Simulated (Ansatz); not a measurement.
AgBr:
```xyz
2
Lattice="0.0000 2.9204 2.9204 2.9204 0.0000 2.9204 2.9204 2.9204 0.0000" Properties=species:S:1:pos:R:3 pbc="T T T"
Ag     2.9204     2.9204     2.9204
Br     0.0000     0.0000     0.0000
```

Relaxed with PBE. Special points in fractions of this cell's reciprocal vectors: Γ (0.000, 0.000, 0.000); X (0.500, 0.000, 0.500); U (0.625, 0.250, 0.625); K (0.375, 0.375, 0.750); L (0.500, 0.500, 0.500); W (0.500, 0.250, 0.750).

### Question
List the band energies nearest the valence-band maximum at these points for the program Ansatz at the PBE level (PAW).

### Answer
In eV from the valence-band maximum; about four levels below and three above (degenerate sets whole), none deeper than 8.9 eV; … stands for higher levels left out; points with the same levels are listed once.

| k | below | above |
|---|---|---|
| Γ | -2.59 -2.59 -2.59 -2.59 -2.59 -1.75 -1.75 -1.75 | 0.69 … |
| X | -2.45 -2.23 -2.23 -2.16 | 1.71 7.15 8.86 |
| U | -2.27 -2.06 -1.88 -1.09 | 3.00 6.84 8.14 |
| L | -2.32 -2.32 -2.00 0.00 0.00 | 3.88 6.29 … |
| W | -2.23 -2.23 -2.12 -2.12 -1.39 | 3.71 7.13 … |

Space group Fm-3m (rock salt). The PBE relaxation kept the symmetry of its start. No spin polarisation was allowed. Scalar-relativistic: spin–orbit coupling is off unless named, which matters more the heavier the elements.

Potentials: the later of the program's two PAW sets.
